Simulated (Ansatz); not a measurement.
Input and command of a plane-wave DFT calculation in Ansatz:

```yaml
crystal:
  lattice:
    - [0.0, 3.971, 3.971]
    - [3.971, 0.0, 3.971]
    - [3.971, 3.971, 0.0]
  atoms:
    - { symbol: Bi, position: [0.0, 0.0, 0.0] }
    - { symbol: Bi, position: [0.25, 0.25, 0.25] }
    - { symbol: Au, position: [0.625, 0.625, 0.625] }
    - { symbol: Au, position: [0.125, 0.625, 0.625] }
    - { symbol: Au, position: [0.625, 0.625, 0.125] }
    - { symbol: Au, position: [0.625, 0.125, 0.625] }
basis:
  ecutwfc: 500
kpoints:
  mp_grid: { grid: [8, 8, 8] }
hamiltonian:
  xc: r2scan
scf:
  occupations: { method: gaussian, width: 0.1 }
output:
  forces: true
  stress: true
  eigenvalues: true
  populations: true
```

```bash
ansatz run input.yaml --threads 2 --pin off --max-ram 5120MiB --backend cpu --events-out ev --progress --plain --runs-dir out
```

Processor: Intel(R) Xeon(R) 6975P-C (Granite Rapids), 2 threads, on a host shared with other jobs.

Q: Estimate time, memory and problem size.

A: About 16 s on 2 threads of Intel(R) Xeon(R) 6975P-C (Granite Rapids), with other jobs on the host, peak memory 0.95 GiB. It solves 64 bands at 29 k points (the mesh reduced by the symmetry that the task leaves, which can be less than the crystal's) with about 3143 plane waves, in 8 SCF iterations.
